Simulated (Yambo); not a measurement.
Yambo run on YVO4 (space group I4_1/amd, No. 141). The wavefunctions are PBEsol (pw.x of Quantum ESPRESSO, ONCV potentials, no spin-orbit coupling) ones on a 2×2×2 mesh (48 occupied bands); a = b = c = 5.9468 Å, α = β = 106.28°, γ = 116.07°.

Yambo input:

```
rim_cut
HF_and_locXC
RandQpts= 1000000
RandGvec= 1 Ry
EXXRLvcs= 84 Ry
VXCRLvcs= 336 Ry
% QPkrange
 1 | 1 | 48 | 49 |
 2 | 2 | 48 | 49 |
 3 | 3 | 48 | 49 |
 4 | 4 | 48 | 49 |
%
```

k points by index: 1 = Γ, 2 = X, 3 = N, 4 = M.

Resulting energies as the program prints them:

```
#    K-point    Band    Eo [eV]    Ehf [eV]    Vxc [eV]    Vnlxc [eV]
#
    1    48    0.000000    -5.096375    -19.47357    -24.56994
    1    49    2.888638    9.870500    -20.13181    -13.14995
    2    48    -0.361813    -5.521066    -19.09808    -24.25733
    2    49    3.574855    10.89320    -21.68982    -14.37147
    3    48    -0.153183    -5.274247    -19.25755    -24.37861
    3    49    3.637582    10.81320    -21.79921    -14.62360
    4    48    -0.563671    -5.686755    -19.25085    -24.37394
    4    49    3.629682    11.13252    -22.32648    -14.82364
```
Exchange alone, without screening.

Geometry of the Materials Project entry, not relaxed at this level.

The runs are not spin-polarised; magnetic order was not tried.
